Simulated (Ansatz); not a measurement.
A relaxation computed with Ansatz, from input to last step.

```yaml
crystal:
  lattice:
    - [-3.0911543331, 3.0911543331, 2.5730804439]
    - [3.0911543331, -3.0911543331, 2.5730804439]
    - [3.0911543331, 3.0911543331, -2.5730804439]
  atoms:
    - { symbol: Zr, position: [0.667, 0.167, 0.834] }
    - { symbol: Zr, position: [0.167, 0.333, 0.5] }
    - { symbol: Zr, position: [0.333, 0.833, 0.166] }
    - { symbol: Zr, position: [0.833, 0.667, 0.5] }
    - { symbol: W, position: [0.25, 0.25, 0.0] }
    - { symbol: W, position: [0.75, 0.75, 0.0] }
basis:
  ecutwfc: 420
kpoints:
  mp_grid: { grid: [4, 4, 4] }
hamiltonian:
  xc: pbe
scf:
  occupations: { method: gaussian, width: 0.1 }
  lower_state_search: "off"
output:
  forces: true
  stress: true
  eigenvalues: true
relax:
  adjacent_minimum: "off"
  f_tol: 0.04
  max_steps: 70
  cell: { stress_tol: 0.4 }
```

```bash
ansatz run input.yaml --threads 1 --pin off --max-ram 2560MiB --backend cpu --events-out ev --progress --plain --runs-dir out
```

Theory: DFT PBE, scalar-relativistic, plane waves, PAW in Ansatz.

Of 7 frames 7 are shown, positions in Å and forces in eV/Å; the SCF threshold varies from step to step. Steps run on the plane waves of an earlier cell, with a Pulay correction in the pressure. The basis is chosen afresh for the last frame, the zero of the energies, and at times for earlier ones too; energy and pressure step there, also at an unchanged geometry. Here that happened at step 7 (-2 meV/atom, 0.1 GPa); the frames before carry an error of that size.

```xyz
6
Lattice="-3.0912 3.0912 2.5731 3.0912 -3.0912 2.5731 3.0912 3.0912 -2.5731" Properties=species:S:1:pos:R:3:forces:R:3 pbc="T T T" step=1 free_energy_over_end_meV_per_atom=739.73 pressure_GPa=56.86
Zr    1.0324    4.1236    0.0000   -0.9689   -0.9689    0.0000
Zr    2.0587    1.0324    0.0000    0.9689   -0.9689    0.0000
Zr    2.0587   -1.0324    2.5731    0.9689    0.9689    0.0000
Zr    1.0324    2.0587    2.5731   -0.9689    0.9689    0.0000
W     0.0000    0.0000    1.2865    0.0000    0.0000    0.0000
W     0.0000    0.0000    3.8596    0.0000    0.0000    0.0000
6
Lattice="-3.2361 3.2361 2.6985 3.2361 -3.2361 2.6985 3.2361 3.2361 -2.6985" Properties=species:S:1:pos:R:3:forces:R:3 pbc="T T T" step=2 free_energy_over_end_meV_per_atom=157.15 pressure_GPa=20.74
Zr    1.0573    4.2934    0.0000   -0.1734   -0.1734    0.0000
Zr    2.1788    1.0573    0.0000    0.1734   -0.1734    0.0000
Zr    2.1788   -1.0573    2.6985    0.1734    0.1734    0.0000
Zr    1.0573    2.1788    2.6985   -0.1734    0.1734    0.0000
W     0.0000    0.0000    1.3493    0.0000    0.0000    0.0000
W     0.0000    0.0000    4.0478    0.0000    0.0000    0.0000
6
Lattice="-3.3839 3.3839 2.7565 3.3839 -3.3839 2.7565 3.3839 3.3839 -2.7565" Properties=species:S:1:pos:R:3:forces:R:3 pbc="T T T" step=3 free_energy_over_end_meV_per_atom=22.27 pressure_GPa=4.29
Zr    1.1756    4.5596    0.0000   -0.3799   -0.3799    0.0000
Zr    2.2083    1.1756    0.0000    0.3799   -0.3799    0.0000
Zr    2.2083   -1.1756    2.7565    0.3799    0.3799    0.0000
Zr    1.1756    2.2083    2.7565   -0.3799    0.3799    0.0000
W     0.0000    0.0000    1.3783    0.0000    0.0000    0.0000
W     0.0000    0.0000    4.1348    0.0000    0.0000    0.0000
6
Lattice="-3.3963 3.3963 2.7835 3.3963 -3.3963 2.7835 3.3963 3.3963 -2.7835" Properties=species:S:1:pos:R:3:forces:R:3 pbc="T T T" step=4 free_energy_over_end_meV_per_atom=3.82 pressure_GPa=0.75
Zr    1.1422    4.5385    0.0000   -0.0983   -0.0983    0.0000
Zr    2.2541    1.1422    0.0000    0.0983   -0.0983    0.0000
Zr    2.2541   -1.1422    2.7835    0.0983    0.0983    0.0000
Zr    1.1422    2.2541    2.7835   -0.0983    0.0983    0.0000
W     0.0000    0.0000    1.3917    0.0000    0.0000    0.0000
W     0.0000    0.0000    4.1752    0.0000    0.0000    0.0000
6
Lattice="-3.4028 3.4028 2.7812 3.4028 -3.4028 2.7812 3.4028 3.4028 -2.7812" Properties=species:S:1:pos:R:3:forces:R:3 pbc="T T T" step=5 free_energy_over_end_meV_per_atom=2.68 pressure_GPa=-0.05
Zr    1.1287    4.5315    0.0000    0.0131    0.0131    0.0000
Zr    2.2741    1.1287    0.0000   -0.0131    0.0131    0.0000
Zr    2.2741   -1.1287    2.7812   -0.0131   -0.0131    0.0000
Zr    1.1287    2.2741    2.7812    0.0131   -0.0131    0.0000
W     0.0000    0.0000    1.3906    0.0000    0.0000    0.0000
W     0.0000    0.0000    4.1717    0.0000    0.0000    0.0000
6
Lattice="-3.4176 3.4176 2.7538 3.4176 -3.4176 2.7538 3.4176 3.4176 -2.7538" Properties=species:S:1:pos:R:3:forces:R:3 pbc="T T T" step=6 free_energy_over_end_meV_per_atom=2.24 pressure_GPa=0.08
Zr    1.1279    4.5455    0.0000   -0.0011   -0.0011    0.0000
Zr    2.2897    1.1279    0.0000    0.0011   -0.0011    0.0000
Zr    2.2897   -1.1279    2.7538    0.0011    0.0011    0.0000
Zr    1.1279    2.2897    2.7538   -0.0011    0.0011    0.0000
W     0.0000    0.0000    1.3769    0.0000    0.0000    0.0000
W     0.0000    0.0000    4.1307    0.0000    0.0000    0.0000
6
Lattice="-3.4176 3.4176 2.7538 3.4176 -3.4176 2.7538 3.4176 3.4176 -2.7538" Properties=species:S:1:pos:R:3:forces:R:3 pbc="T T T" step=7 free_energy_over_end_meV_per_atom=0.00 pressure_GPa=0.17
Zr    1.1279    4.5455    0.0000   -0.0004   -0.0004    0.0000
Zr    2.2897    1.1279    0.0000    0.0004   -0.0004    0.0000
Zr    2.2897   -1.1279    2.7538    0.0004    0.0004    0.0000
Zr    1.1279    2.2897    2.7538   -0.0004    0.0004    0.0000
W     0.0000    0.0000    1.3769    0.0000    0.0000    0.0000
W     0.0000    0.0000    4.1307    0.0000    0.0000    0.0000
```

The start puts this composition into another compound's structure type, which needn't suit it. The cell swells from 16.4 to 21.4 Å³ an atom, so the end can be far from any stable crystal. At the end the space group is I4/mcm (tolerance 0.05 Å).

The k mesh is coarse. Spin–orbit coupling is left out, which can shift energies with elements as heavy as these.